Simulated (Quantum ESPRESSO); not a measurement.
Rb2KRhF6 is modelled in the cubic space group Fm-3m (No. 225), Pearson symbol cF40. Lattice parameters: a = 9.085 Å, b = 9.085 Å, c = 9.085 Å, α = 90.00°, β = 90.00°, γ = 90.00°. F on 24e is surrounded by 1 Rh at 2.015 Å and 1 K at 2.527 Å and 4 Rb at 3.222 Å (octahedral). K on 4b is surrounded by 6 F at 2.527 Å (octahedral). Rb on 8c is coordinated by 12 F at 3.222 Å. Rh on 4a is coordinated by 6 F at 2.015 Å (octahedral). (Neighbours: up to the widest gap in distance over summed covalent radii, below 1.35, at either atom; cation-cation contacts left out.)
(The calculation used a cell of 10 atoms; values per cell refer to that cell.)

The geometry is that of Materials Project entry mp-14036, symmetrised and not relaxed again.

Q: What does PBEsol (pw.x of Quantum ESPRESSO, ONCV potentials, no spin-orbit coupling) give for the electronic structure near the Fermi level?

A: The PBEsol gap is direct, 1.89 eV at X. Another valence extremum on the path lies within 0.02 eV, too close to call. Spin-orbit splittings are left out.
